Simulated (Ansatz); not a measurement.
K: energy along a strain

K, Im-3m, a = 5.236 Å (as given, not relaxed at this level: 0.0 GPa). Ansatz: PBEsol, PAW, 420 eV, Γ-centred 14×14×14 mesh on 1 atom, Gaussian smearing 0.15 eV; no spin polarisation. Cell vectors (Å): -2.618 2.618 2.618; 2.618 -2.618 2.618; 2.618 2.618 -2.618. The cell is strained by x per cent times the pattern (1 1 0 0 0 0) in the order xx yy zz yz xz xy (engineering shears), with fractional coordinates held. y is the free energy over the start, V0 = 71.774 Å³/atom. Points with a strain past 8.5 % were computed too (2) and aren't used here.

| x (%) | y (meV/atom) |
| --- | --- |
| -7.50 | 19.14 |
| -5.00 | ? |
| 0.00 | 0.00 |
| 2.50 | 2.93 |
| 5.00 | 9.40 |
| 7.50 | 18.87 |

Problem. Fit y = c1 x + c2 x² + c3 x³ to the other rows, get the stiffness along the pattern, and predict the missing energy.

Solution. Least squares on the rows shown. y = 0.36300 x + 0.33783 x² − 0.0067773 x³. The clamped-ion stiffness p·C·p = 2 × 3.378 eV × 160.2 / 71.774 Å³ = 15.1 GPa; c1 is there for the stress left in the start, which by itself gives a slope of 0.38 meV/atom per %. At x = -5.00 the fit asked for gives 7.48 meV/atom. The run gave 7.36 meV/atom, so the fit is 0.12 meV/atom too high, a small miss on the scale of the series.